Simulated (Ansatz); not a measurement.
K2InSbF6: what symmetry allows forces and stress to be

```yaml
crystal:
  lattice:
    - [0.00000, 4.61965, 4.61965]
    - [4.61965, 0.00000, 4.61965]
    - [4.61965, 4.61965, 0.00000]
  atoms:
    - { symbol: K, position: [0.75000, 0.75000, 0.75000] }
    - { symbol: K, position: [0.25000, 0.25000, 0.25000] }
    - { symbol: In, position: [0.50000, 0.50000, 0.50000] }
    - { symbol: Sb, position: [0.00000, 0.00000, 0.00000] }
    - { symbol: F, position: [0.80336, 0.19664, 0.19664] }
    - { symbol: F, position: [0.19664, 0.19664, 0.80336] }
    - { symbol: F, position: [0.19664, 0.80336, 0.80336] }
    - { symbol: F, position: [0.19664, 0.80336, 0.19664] }
    - { symbol: F, position: [0.80336, 0.19664, 0.80336] }
    - { symbol: F, position: [0.80336, 0.80336, 0.19664] }
```

Level of theory: Ansatz, DFT r2SCAN, scalar-relativistic, plane waves, PAW.

Settings: cutoff 500 eV, Γ-centred mesh 6×6×6 on the computed 10-atom cell, Gaussian smearing of 0.02 eV; no spin polarisation.

This distorted cell has space group Fm-3m, with 48 operations.

Question: Without a calculation: in which directions can each atom feel a force?

Answer: A force must be left unchanged by every operation that keeps its atom in place, so it lies in the space that those operations leave fixed. Atoms that the group maps onto each other feel forces of one size.
```json
{"atom": "K1", "site symmetry": "-43m", "operations at the site": "24", "equivalent to atom": "1", "allowed force (Cartesian)": "none"}
{"atom": "K2", "site symmetry": "-43m", "operations at the site": "24", "equivalent to atom": "1", "allowed force (Cartesian)": "none"}
{"atom": "In3", "site symmetry": "m-3m", "operations at the site": "48", "equivalent to atom": "3", "allowed force (Cartesian)": "none"}
{"atom": "Sb4", "site symmetry": "m-3m", "operations at the site": "48", "equivalent to atom": "4", "allowed force (Cartesian)": "none"}
{"atom": "F5", "site symmetry": "4m.m", "operations at the site": "8", "equivalent to atom": "5", "allowed force (Cartesian)": "along (1.00, 0.00, 0.00)"}
{"atom": "F6", "site symmetry": "4m.m", "operations at the site": "8", "equivalent to atom": "5", "allowed force (Cartesian)": "along (0.00, 0.00, 1.00)"}
{"atom": "F7", "site symmetry": "4m.m", "operations at the site": "8", "equivalent to atom": "5", "allowed force (Cartesian)": "along (1.00, 0.00, 0.00)"}
{"atom": "F8", "site symmetry": "4m.m", "operations at the site": "8", "equivalent to atom": "5", "allowed force (Cartesian)": "along (0.00, 1.00, 0.00)"}
{"atom": "F9", "site symmetry": "4m.m", "operations at the site": "8", "equivalent to atom": "5", "allowed force (Cartesian)": "along (0.00, 1.00, 0.00)"}
{"atom": "F10", "site symmetry": "4m.m", "operations at the site": "8", "equivalent to atom": "5", "allowed force (Cartesian)": "along (0.00, 0.00, 1.00)"}
```

That leaves 1 independent force component of 30. A relaxation in this cell that keeps the symmetry moves the atoms in these directions alone.

Question: And the stress tensor?

Answer: It must be invariant under the point group, which leaves 1 independent component: yz, xz, xy vanish; xx = yy, xx = zz, yy = zz.

Question: Do the computed values obey this?

Answer: Yes. Forces (eV/Å):
```
K1   0.000  0.000  0.000
K2   0.000  0.000  0.000
In3  0.000  0.000  0.000
Sb4  0.000  0.000  0.000
F5   4.213  0.000  0.000
F6   0.000  0.000  4.213
F7  -4.213  0.000  0.000
F8   0.000  4.213  0.000
F9   0.000 -4.213  0.000
F10  0.000  0.000 -4.213
```

Stress (GPa, compression positive, xx yy zz yz xz xy): 15.63 15.63 15.63 0.00 0.00 0.00. The program imposes the same operations on density, forces and stress, so this confirms the analysis and is no independent test of the calculation.

 The smearing is narrow for a metal on this mesh.